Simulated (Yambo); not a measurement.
G0W0@PBEsol for Sr2RuH6 (space group Fm-3m, No. 225) in Yambo. Reference settings: 4×4×4 Γ-centred k mesh, bands 5 to 159 and a 7 Ry block in the screening, 159 bands in G with the Bruneval-Gonze terminator, plasmon pole fitted at 27.2 eV. The PBEsol gap Γ → X on this mesh is 2.11 eV; G0W0 gaps are taken between the same points.

With and without the terminator, as bands are cut:

| bands in G (in W) | gap, terminator (eV) | gap, none (eV) | valence shift, terminator (eV) | valence shift, none (eV) |
|---|---|---|---|---|
| 41 (41) | 3.461 | 3.452 | -0.033 | 0.310 |
| 61 (61) | 3.421 | 3.398 | -0.208 | 0.119 |
| 90 (90) | 3.424 | 3.391 | -0.351 | -0.063 |
| 123 (123) | 3.433 | 3.398 | -0.447 | -0.206 |
| 159 (159) | 3.438 | 3.403 | -0.500 | -0.308 |

Over this range the gap spans 0.040 eV with the terminator and 0.061 eV without, the valence shift 0.467 eV and 0.618 eV. Neither column has reached its limit for certain.

Spin-orbit coupling is not included.

Geometry of the Materials Project entry, not relaxed at this level; primitive cell a = 5.374 Å, b = 5.374 Å, c = 5.374 Å, α = 60.00°, β = 60.00°, γ = 60.00°.

A shift is the quasiparticle energy of the state minus its PBEsol energy.
